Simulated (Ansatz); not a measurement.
In the program Ansatz at the r²SCAN level (PAW), Ca₂BeN₂ in the tetragonal phase (I4/mmm; Ca on 4e, Be on 2a, N on 4e) relaxes to a = 3.545 Å, c = 11.504 Å. Ca has 5 nearest neighbours from 2.43 Å (square pyramidal); Be has 2 nearest neighbours from 1.53 Å (linear). Its formation energy from the elements is -1.14 eV/atom, with no fitted shifts.

It is gapped at this level: 1.46 eV (indirect). The valence maximum lies at M and the conduction minimum at Γ. The screened hybrid HSE06 puts the gap at 2.00 eV. Electrons at the band edge weigh 0.27, 0.39, 0.39 mₑ (principal values).

The bulk modulus is 92.1 GPa. The relaxed-ion elastic constants in GPa are C11 = 185, C12 = 35.7, C13 = 42.5, C33 = 233, C44 = 19.2, C66 = 64.8. The elastic constants imply a Debye temperature near 549 K. Bader charges are Ca +1.46, Be +1.62, N -2.27 e.

The start of the workflow was typed in or built on a structure type; neither database checked (COD, Materials Project) lists it. Whether it is the stable phase at ambient conditions was not checked. The cell was relaxed with r²SCAN under the symmetry of its start; its stability against distortions is not shown here. The references are the lowest solids computed at this level, not always the standard phases (solids in place of the gases).

Potentials: the earlier of the program's two PAW sets. The files were generated under PBE; for other functionals the program regenerates the frozen cores, and for LDA and PBEsol the local potential too.
